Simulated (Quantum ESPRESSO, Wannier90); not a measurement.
## PtS2 (CdI2 type), plane waves to Wannier functions

```
PtS2
1.0
    3.54874     0.00000     0.00000
   -1.77437     3.07330     0.00000
    0.00000     0.00000     5.59707
Pt S
1 2
Direct
  0.00000   0.00000   0.00000
  0.66667   0.33333   0.77966
  0.33333   0.66667   0.22034
```

Structure: Materials Project mp-762, symmetrised, not relaxed again. COD (Crystallography Open Database) has an entry of this formula and space group (matched by these alone). Computed values, not measurements, from PBEsol: Quantum ESPRESSO (norm-conserving PseudoDojo potentials, cutoff 68 Ry, spinors with spin-orbit coupling) on a Γ-centred 6×6×4 mesh, then Wannier90. Density: 12×12×6 mesh, cold smearing 0.01 Ry. The cell is built of weakly bound layers, chains or molecules, whose nearest atoms lie 3.74 Å apart. Database cells relaxed without dispersion often hold them too far apart, which can enlarge gaps and weakens couplings between them; spacing and stacking were not compared with the measured crystal.

Functional, cutoff and mesh named above are those of the base row (1); the first column says what each row takes instead. Model: 22 functions from bands 9-30, start SCDM (isolated) (the valence bands). Energies are relative to the valence-band maximum; the misfit is to pw.x on a path, for all bands of the set. The lattice is scaled uniformly, fractional positions fixed. Ω_total can sit in another minimum from row to row; Ω_I of an isolated set cannot.

| scale | Ω_I (Å²) | Ω_total (Å²) | rms misfit (meV) | gap (eV) | bottom of band 9 (eV) |
|---|---|---|---|---|---|
| 0.96 | 27.99 | 31.72 | 7.1 | 1.15 | -15.85 |
| 0.98 | 28.70 | 32.40 | 6.5 | 1.09 | -15.23 |
| 1 | 29.44 | 33.14 | 5.7 | 1.02 | -14.68 |
| 1.02 | 30.23 | 33.92 | 5.2 | 0.96 | -14.19 |
| 1.04 | 31.05 | 34.74 | 4.5 | 0.90 | -13.74 |
